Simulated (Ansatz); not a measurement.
Input, command and steps of an Ansatz relaxation.

```yaml
crystal:
  lattice:
    - [-1.9793446774, 1.9793446774, 5.0505454169]
    - [1.9793446774, -1.9793446774, 5.0505454169]
    - [1.9793446774, 1.9793446774, -5.0505454169]
  atoms:
    - { symbol: Sn, position: [0.75, 0.25, 0.5] }
    - { symbol: Sn, position: [0.0, 0.0, 0.0] }
    - { symbol: O, position: [0.796366328, 0.796366328, 0.0] }
    - { symbol: O, position: [0.953633672, 0.453633672, 0.5] }
    - { symbol: O, position: [0.203633672, 0.203633672, 0.0] }
    - { symbol: O, position: [0.546366328, 0.046366328, 0.5] }
basis:
  ecutwfc: 500
kpoints:
  mp_grid: { grid: [10, 10, 10] }
hamiltonian:
  xc: r2scan
scf:
  occupations: { method: gaussian, width: 0.02 }
output:
  forces: true
  stress: true
  eigenvalues: true
  write_density: true
  write_potential: true
  elf: true
  volumetric_format: npy
relax:
  adjacent_minimum: "off"
  f_tol: 0.01
  max_steps: 30
  cell: { stress_tol: 0.1, fix: [volume] }
```

```bash
ansatz run input.yaml --threads 1 --pin off --max-ram 2560MiB --backend cpu --events-out ev --progress --plain --runs-dir out
```

Method: DFT r2SCAN, scalar-relativistic, plane waves, PAW (Ansatz 0.2.0).

The volume is held at 0.97 times that of the relaxed cell.

Of 4 frames 3 are shown, positions in Å and forces in eV/Å; the SCF threshold varies from step to step. Steps run on the plane waves of an earlier cell, with a Pulay correction in the pressure. The basis is chosen afresh for the last frame, the zero of the energies, and at times for earlier ones too; energy and pressure step there, also at an unchanged geometry.

```xyz
6
Lattice="-1.9793 1.9793 5.0505 1.9793 -1.9793 5.0505 1.9793 1.9793 -5.0505" Properties=species:S:1:pos:R:3:forces:R:3 pbc="T T T" step=1 free_energy_over_end_meV_per_atom=1.04 pressure_GPa=6.18
Sn    0.0000    1.9793    2.5253    0.0000    0.0000    0.0000
Sn    0.0000    0.0000    0.0000    0.0000    0.0000    0.0000
O     0.0000    0.0000    8.0442    0.0000    0.0000   -0.2087
O     0.0000    1.9793    4.5822    0.0000    0.0000    0.2087
O     0.0000    0.0000    2.0569    0.0000    0.0000    0.2087
O     0.0000    1.9793    0.4683    0.0000    0.0000   -0.2087
6
Lattice="-1.9837 1.9837 5.0285 1.9837 -1.9837 5.0285 1.9837 1.9837 -5.0285" Properties=species:S:1:pos:R:3:forces:R:3 pbc="T T T" step=2 free_energy_over_end_meV_per_atom=0.03 pressure_GPa=5.44
Sn    0.0000    1.9837    2.5143    0.0000    0.0000    0.0000
Sn    0.0000    0.0000    0.0000    0.0000    0.0000    0.0000
O     0.0000    0.0000    7.9934    0.0000    0.0000   -0.0345
O     0.0000    1.9837    4.5779    0.0000    0.0000    0.0345
O     0.0000    0.0000    2.0636    0.0000    0.0000    0.0345
O     0.0000    1.9837    0.4506    0.0000    0.0000   -0.0345
6
Lattice="-1.9843 1.9843 5.0251 1.9843 -1.9843 5.0251 1.9843 1.9843 -5.0251" Properties=species:S:1:pos:R:3:forces:R:3 pbc="T T T" step=4 free_energy_over_end_meV_per_atom=0.00 pressure_GPa=5.31
Sn    0.0000    1.9843    2.5126    0.0000    0.0000    0.0000
Sn    0.0000    0.0000    0.0000    0.0000    0.0000    0.0000
O     0.0000    0.0000    7.9852    0.0000    0.0000   -0.0025
O     0.0000    1.9843    4.5776    0.0000    0.0000    0.0025
O     0.0000    0.0000    2.0650    0.0000    0.0000    0.0025
O     0.0000    1.9843    0.4475    0.0000    0.0000   -0.0025
```

It took 70 s on 1 thread of Intel(R) Xeon(R) 6975P-C (Granite Rapids) (shared host), peak memory 1 GiB.